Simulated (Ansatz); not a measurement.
This Mg₃CdTe₄ structure is the end of a relaxation. The cell was found from a structure generator's guess, not taken from experiment.

All numbers below come from Ansatz, DFT PBE, scalar-relativistic, plane waves, PAW. Cutoff 420 eV, Γ-centred mesh, Gaussian smearing, no spin polarisation.

```
CELL_PARAMETERS angstrom
4.62763 0.00000 0.00000
-2.31382 4.00765 0.00000
0.00000 0.00000 15.07155
ATOMIC_POSITIONS crystal
Mg 0.33333 0.66667 0.99938
Mg 0.66667 0.33333 0.24701
Mg 0.66667 0.33333 0.75118
Cd 0.33333 0.66667 0.50117
Te 0.33333 0.66667 0.18670
Te 0.33333 0.66667 0.69128
Te 0.66667 0.33333 0.43463
Te 0.66667 0.33333 0.93865
```

The zero of energy is the elements' standard structures at the same level; no fitted shifts are applied.

Task: What space group does it have?

Result: P3m1 (No. 156), with Mg and Cd ordered on wurtzite sites. Conventional cell: a = 4.628 Å, c = 15.072 Å. Mg on its first site is surrounded by 4 Te at 2.82 Å; around Mg on its second site lie 4 Te at 2.82–2.83 Å; Cd is surrounded by 4 Te at 2.85–2.87 Å; Te on its first site has 4 Mg at 2.82 Å; 4 more sites not described.

Task: What is its formation energy per atom?

Result: −0.775 eV/atom. It lies below the elements, which doesn't yet make it stable against other compounds or structures.

Task: Is it a metal?

Result: No, the gap on the 6×6×2 mesh is 1.59 eV.

The last run used a 6×6×2 mesh (in the run's order of axes) for its 8-atom cell and Gaussian smearing of 0.02 eV. These runs have no spin–orbit coupling, which can matter for Te. Kohn–Sham gaps at this level usually fall short of measured ones. The missing spin–orbit coupling can work the other way here. The reference form of Te is held partly by dispersion forces, which this level lacks. Symmetry constrained the relaxation, so the result can be a saddle point.
